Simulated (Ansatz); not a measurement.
Consider a crystal of LuF₄ in space group R3m (No. 160), with Lu on 3a; F on 3a and 9b.

These are results of DFT PBE, scalar-relativistic, plane waves, PAW in Ansatz, not measurements. Cutoff 420 eV, Γ-centred mesh, Gaussian smearing, no spin polarisation.

Energies over the elements count from the elements' standard structures at the same level (F₂ as a molecule), with no fitted energy shifts.

**Question.** Which cell and coordinates does it relax to?

**Answer.**

Space group R3m:H (No. 160). a = 6.504 Å, b = 6.504 Å, c = 6.247 Å, α = 90.00°, β = 90.00°, γ = 120.00°
| atom | site | symmetry | x | y | z |
| --- | --- | --- | --- | --- | --- |
| Lu | 3a | 3m | 0.0000 | 0.0000 | 0.2501 |
| F | 3a | 3m | 0.0000 | 0.0000 | 0.9043 |
| F | 9b | .m | 0.8506 | 0.1494 | 0.4739 |

Lu is surrounded by 7 F at 2.16–2.19 Å; F on a site of symmetry 3m is surrounded by 1 Lu at 2.16 Å and 3 F at 2.54 Å; F on a site of symmetry m has 2 Lu at 2.18–2.19 Å and 1 F at 2.54 Å. Another local minimum with the same sites may exist.

**Question.** Where does its energy lie, and is it a metal?

**Answer.** The energy over the elements is −3.02 eV/atom and the gap on the 12×12×12 mesh of the 5-atom cell is 0 eV (a metal). A negative formation energy is needed for stability but isn't enough: competing phases decide.

The last run used Gaussian smearing of 0.10 eV. An odd number of electrons in the primitive cell allows no gap without spin; a larger cell or a magnetic state could open one. The cell is a metal run without spin; a magnetic state may lie lower. A structure relaxed within its symmetry needn't be a true minimum.
